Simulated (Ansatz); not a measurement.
FeTeAs in space group P2_1/c (No. 14; Fe on 4e, Te on 4e, As on 4e), plane-wave PAW r²SCAN (Ansatz code). The conduction-band minimum lies at Y2, with 1 equivalent valley. Second derivatives d²E/dk² of the lowest band at one valley (eV·Å²), along Cartesian directions:

```tsv
direction	d²E/dk²
[100]	3.875
[010]	2.775
[001]	4.853
[110]	3.322
[101]	1.225
[011]	3.815
```

Task: Find the principal effective masses, the density-of-states mass and the conductivity mass.

Result: Off-diagonal terms follow from H_xy = H[110] − (H_xx + H_yy)/2, and m*/mₑ = 7.620 eV·Å² over each eigenvalue: 1.0, 2.7, 6.4. One valley's DOS mass (m₁m₂m₃)^(1/3) = 2.6, conductivity mass 3/(Σ 1/mᵢ) = 2.0 mₑ.

Task: What effective density of states Nc follows at 300 K for parabolic valleys?

Result: Nc = 2.509e19 × 1 × (2.6)^(3/2) ≈ 1.1e20 cm⁻³.

The first step of the workflow began from a Materials Project structure, measured or hypothetical; the Crystallography Open Database copy checked does not list it. Whether it is the stable phase at ambient conditions was not checked. The cell was relaxed with r²SCAN under the symmetry of its start; whether a distortion lowers the energy is not shown. The run is not spin-polarised. Spin–orbit coupling is left out wherever it is not named.

Potentials: the later of the program's two PAW sets.

Edges and masses are those of Kohn–Sham bands, whose gap is no quasiparticle gap.
